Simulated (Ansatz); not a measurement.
# Compressing Zr2AlC: a fit and a missing row

Zr2AlC, P6_3/mmc, a = 3.290 Å, c = 14.516 Å. The structure is a Materials Project entry; whether it is the stable form wasn't checked. Ansatz: PBEsol, PAW, 420 eV, Γ-centred 12×12×4 mesh on 8 atoms, Gaussian smearing 0.10 eV; no spin polarisation. Shape and atoms are relaxed at each volume; pressure is positive in compression.

| V (Å³/atom) | P (GPa) |
| --- | --- |
| 14.966 | 21.71 |
| 15.476 | 15.00 |
| 15.986 | 9.21 |
| 16.497 | ? |
| 17.007 | -0.02 |
| 17.517 | -3.66 |
| 18.027 | -6.78 |
| 18.707 | -10.20 |

Problem. Take V0 = 17.007 Å³/atom, count pressures from its P0 = -0.02 GPa, fit the third-order Birch–Murnaghan form to the other rows, and predict the missing pressure.

Solution. With the Eulerian strain f = ½[(V0/V)^(2/3) − 1] and y = (P − P0)/[3f(1 + 2f)^(5/2)], the form is the line y = B0 + 1.5 B0 (B0′ − 4) f. Rows (f, y): 0.04448, 131.6; 0.03245, 131.8; 0.02107, 131.7; -0.00975, 130.7; -0.01904, 130.4; -0.03077, 129.3. Means f = 0.006407, y = 130.92; Σ(Δf)² = 0.004634, ΣΔfΔy = 0.1373; the slope is their ratio. y = 130.7 + 29.62 f GPa, so B0 = 130.7 GPa and B0′ = 4 + 2 × (29.62)/(3 × 130.7) = 4.15. At V = 16.497, f = 0.01025, y = 131.00 and P = 4.22 GPa. The run gave 4.25 GPa, so the fit is 0.03 GPa too low, within the rms miss on the fitted rows (0.04 GPa).